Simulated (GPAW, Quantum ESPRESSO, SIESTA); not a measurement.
## HPbNO4: 3 runs at one level of theory

```
CELL_PARAMETERS angstrom
3.85707 0.00178 -0.03658
0.17353 4.33436 -0.01647
0.75803 0.83873 5.87662
ATOMIC_POSITIONS crystal
H 0.61511 0.89559 0.19844
Pb 0.64597 0.44651 0.91685
N 0.71474 0.23810 0.50058
O 0.16958 0.47007 0.77768
O 0.62919 0.97045 0.49845
O 0.56424 0.92583 0.03849
O 0.78022 0.42250 0.31951
```

The cell comes from a database or a generator and needn't be the stable form of this composition.

Alike in all runs: task band structure; functional PBE; k mesh 7 × 6 × 5; occupations fermi-dirac, width 0.05 eV; no spin polarisation; no spin-orbit coupling. Pressure is positive in compression and, in plane waves, holds the error of the finite cutoff. Gaps are the smaller of the mesh's and the band path's.

```csv
program and potentials,plane-wave cutoff (eV),notes,band gap (eV),pressure (GPa),largest force (eV/Å)
"SIESTA, files PseudoDojo sr-pbe-0.4.1-standard, DZP (energy shift 0.003 Ry; two zetas on semicore shells)",-,atomic basis,0.25,3.66,1.524
"GPAW, GPAW PAW data sets (gpaw-data 1.2.1)",800,-,0.26,-0.62,0.104
"Quantum ESPRESSO, SSSP 1.3 efficiency PBE",816,-,0.25,0.16,0.094
```

Force on atom 5 (O), eV/Å:

| program and potentials | x | y | z |
| --- | --- | --- | --- |
| SIESTA, files PseudoDojo sr-pbe-0.4.1-standard, DZP (energy shift 0.003 Ry; two zetas on semicore shells) | -0.470 | -1.449 | 0.055 |
| GPAW, GPAW PAW data sets (gpaw-data 1.2.1) | -0.013 | -0.041 | 0.032 |
| Quantum ESPRESSO, SSSP 1.3 efficiency PBE | -0.021 | -0.073 | 0.043 |

The band gap spans 0.25 (Quantum ESPRESSO, SSSP 1.3 efficiency PBE) to 0.26 eV (GPAW, GPAW PAW data sets (gpaw-data 1.2.1)). The pressure spans -0.62 (GPAW, GPAW PAW data sets (gpaw-data 1.2.1)) to 3.66 GPa (SIESTA, files PseudoDojo sr-pbe-0.4.1-standard, DZP (energy shift 0.003 Ry; two zetas on semicore shells)). Spin-orbit coupling, left out here, moves the band edges of heavy atoms. The paths' points differ, which is worth about 0.01 eV. Rows in atomic bases carry the error of their basis and grid, which can be large.

The functional is the same throughout but for its coding, so the spread measures potentials, basis and numerics; runs on potential files found faulty are left out.
